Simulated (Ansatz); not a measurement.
KTaO$_{3}$:
```
CELL_PARAMETERS angstrom
      3.98932     0.00000     0.00000
      0.00000     3.98932     0.00000
      0.00000     0.00000     3.98932
ATOMIC_POSITIONS crystal
  K  0.50000 0.50000 0.50000
  Ta 0.00000 0.00000 0.00000
  O  0.00000 0.50000 0.00000
  O  0.50000 0.00000 0.00000
  O  0.00000 0.00000 0.50000
```

x, y and z are the axes in which the lattice vectors are written.

Task: Give the high-frequency dielectric tensor and the Born effective charge tensors of the independent atoms from DFPT, plane-wave PAW r²SCAN (Ansatz code).

Result: 
ε∞:
```
4.89  0.00  0.00
0.00  4.89  0.00
0.00  0.00  4.89
```
Z* of atom 1 (K), rows: field, columns: displacement, in e:
```
1.13  0.00  0.00
0.00  1.13  0.00
0.00  0.00  1.13
```
Z* of atom 2 (Ta), rows: field, columns: displacement, in e:
```
8.54  0.00  0.00
0.00  8.54  0.00
0.00  0.00  8.54
```
Z* of atom 3 (O), rows: field, columns: displacement, in e:
```
-1.65   0.00   0.00
 0.00  -6.38   0.00
 0.00   0.00  -1.65
```

Static charges for comparison (Bader): K1 +0.84, Ta2 +3.04, O3 -1.29 e. Born charges measure polarisation by displacement and can exceed these by far.

Space group Pm-3m (cubic perovskite). The r²SCAN relaxation kept the symmetry of its start. No spin polarisation was allowed. Scalar-relativistic: spin–orbit coupling is off unless named, which matters more the heavier the elements.

Potentials: the earlier of the program's two PAW sets. The files were generated under PBE; for other functionals the program regenerates the frozen cores, and for LDA and PBEsol the local potential too.
